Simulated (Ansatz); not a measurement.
Below is a relaxed structure of AlCuC₄N₄. The cell was found from a structure generator's guess, not taken from experiment.

Level of theory: DFT PBE, scalar-relativistic, plane waves, PAW in Ansatz 0.2.0. Cutoff 420 eV, Γ-centred mesh, Gaussian smearing, no spin polarisation.

```
Al Cu C N
1.0
     5.86449    0.00000    0.00000
     0.00000    5.86449    0.00000
     0.00000    0.00000    5.86449
Al Cu C N
1 1 4 4
Direct
  0.00000 0.00000 0.00000
  0.50000 0.50000 0.50000
  0.19399 0.19399 0.19399
  0.19399 0.80601 0.80601
  0.80601 0.19399 0.80601
  0.80601 0.80601 0.19399
  0.30859 0.30859 0.30859
  0.30859 0.69141 0.69141
  0.69141 0.30859 0.69141
  0.69141 0.69141 0.30859
```

Energies over the elements count from the elements' standard structures at the same level (N₂ as a molecule), with no fitted energy shifts.

(1) What space group does it have?

(2) What is its formation energy per atom?

(3) Is it a metal?

(4) From what recipe could a structure generator have reached it?

Answers

(1) P-43m (No. 215). Conventional cell: a = 5.864 Å. Around Al lie 4 C at 1.97 Å; Cu has 4 N at 1.94 Å; around C lie 1 N at 1.16 Å and 1 Al at 1.97 Å; around N lie 1 C at 1.16 Å and 1 Cu at 1.94 Å.

(2) +0.220 eV/atom. The separate elements lie lower, so it is unstable against them.

(3) No, the gap on the 4×4×4 mesh is 3.02 eV.

(4) One such recipe: two interpenetrating cyanide-bridged diamond nets (P-43m, No. 215). Other recipes can lead to the same cell.

The last run used a 4×4×4 mesh for its 10-atom cell and Gaussian smearing of 0.02 eV. Kohn–Sham gaps at this level usually fall short of measured ones. The reference form of C is held partly by dispersion forces, which this level lacks. A structure relaxed within its symmetry needn't be a true minimum. Another cell of AlCuC4N4 relaxed alike, in P-43m, lies 164 meV/atom lower, so this cell isn't the stable form at this level.
